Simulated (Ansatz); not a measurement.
LaCo2BOs2, a known structure type with other elements, at an estimated volume

```
CELL_PARAMETERS angstrom
4.16568 0.00000 0.00000
0.00000 4.16568 0.00000
0.00000 0.00000 5.60104
ATOMIC_POSITIONS crystal
La 0.00000 0.00000 0.50000
B 0.00000 0.00000 0.00000
Os 0.50000 0.50000 0.25370
Os 0.50000 0.50000 0.74630
Co 0.00000 0.50000 0.00000
Co 0.50000 0.00000 0.00000
```

Method: PBE, no spin polarisation; PAW, plane waves to 420 eV, 8×8×6 Γ-centred mesh, fermi-dirac occupations (width 0.1 eV) (Ansatz 0.2.0), atoms fixed.

Stress: The pressure is -8.8 GPa (compression positive), so with the atoms held at these fractions the cell would first shrink; the forces are large, so a full relaxation may end otherwise. The principal stresses -14.1, -6.2, -6.2 GPa differ, so its shape would change too.
Formation energy: 0.42 eV an atom against the elements' usual phases (free molecules for gases, crystals otherwise, with no correction for O₂ or N₂), so at this geometry it isn't bound against them. Relaxing would lower it.
Contacts: B–Co at 2.08 Å: least valence density 0.54 e/Å³ and ELF 0.51 there. Os–Co at 2.52 Å: least valence density 0.45 e/Å³ and ELF 0.31 there. Os–Os at 2.76 Å: least valence density 0.46 e/Å³ and ELF 0.45 there. These are pseudo-fields; inside the PAW spheres they differ from the all-electron ones.
Forces: The largest is on Os3 (and as large on other atoms): 2.31 eV/Å, components (0.00, 0.00, 2.31). It makes 124° with the line to a nearest neighbour, Co5 at 2.52 Å.
Electronic structure: It is a metal, with about 11 states/eV a cell as the mean within 0.25 eV of the Fermi level, mostly Os d (43 %) and Co d (41 %).
Charges: Bader charges in e: La +1.47, Co +0.08, B -0.41, Os -0.61. In the mean La gives up most and Os takes most.

Origin: a known structure type with other elements, at an estimated volume, so it need not be a known compound. Caveats: no spin polarisation, so a magnetic state may lie lower; atoms or cell far from equilibrium; f levels without a U or exact exchange are poorly placed.
